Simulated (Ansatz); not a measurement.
Contact densities of TiSb against volume

```yaml
crystal:
  lattice:
    - [4.10330, 0.00000, 0.00000]
    - [-2.05165, 3.55356, 0.00000]
    - [0.00000, 0.00000, 6.28360]
  atoms:
    - { symbol: Ti, position: [0.00000, 0.00000, 0.00000] }
    - { symbol: Ti, position: [0.00000, 0.00000, 0.50000] }
    - { symbol: Sb, position: [0.33333, 0.66667, 0.25000] }
    - { symbol: Sb, position: [0.66667, 0.33333, 0.75000] }
```

Atoms are numbered in the order listed.

Conventional cell: a = 4.103 Å, b = 4.103 Å, c = 6.284 Å, α = 90.00°, β = 90.00°, γ = 120.00°. Ti (atom 1) has 6 Sb at 2.84 Å and 2 Ti at 3.14 Å as nearest neighbours. Sb (atom 3) is surrounded by 6 Ti at 2.84 Å.

The geometry is COD entry 1531830, unchecked; take it as a test cell.

Spin–orbit coupling is left out, though it moves levels of the heavy atoms by tenths of an eV or more.

The calculation used DFT, LDA, all-electron PAW with datasets made for the crystal, scalar-relativistic (Ansatz 0.2.0).

Settings: a Γ-centred 12×12×7 k mesh, Fermi–Dirac smearing of 0.03 eV, cutoff 240 eV (chosen by the program for this cell), no spin polarisation.

The contact density is the mean electron density over the nuclear volume; its changes set Mössbauer isomer shifts. Changes below are taken from the unscaled cell, where it is 56462.2 e/Å³ at Ti1, 1.34457e+06 e/Å³ at Sb3.

Volumes at which the program chose other datasets or cutoffs are left out.

```
V/V(cell)  P (GPa)  Δρ(0) Ti1 (e/Å³)  Δρ(0) Sb3 (e/Å³)
   0.9800     -7.0                 ?             -0.79
   0.9900     -7.8              0.07             -0.40
   1.0000     -8.5              0.00              0.00
   1.0100     -9.1             -0.07              0.42
   1.0200     -9.8             -0.13              0.85
   1.0400    -10.9                 ?                 ?
   1.0600    -11.9             -0.39              2.68
```

(1) Give the missing entry: row "1.0400", column "Δρ(0) Ti1 (e/Å³)".

(2) What belongs in the row "0.9800", column "Δρ(0) Ti1 (e/Å³)"?

(3) Give the missing entry: row "1.0400", column "Δρ(0) Sb3 (e/Å³)".

The datasets are made afresh for each cell, so very small changes are uncertain. Scalar relativity leaves out the p1/2 density at heavy nuclei.

Answers

(1) -0.26.

(2) 0.14.

(3) 1.75.
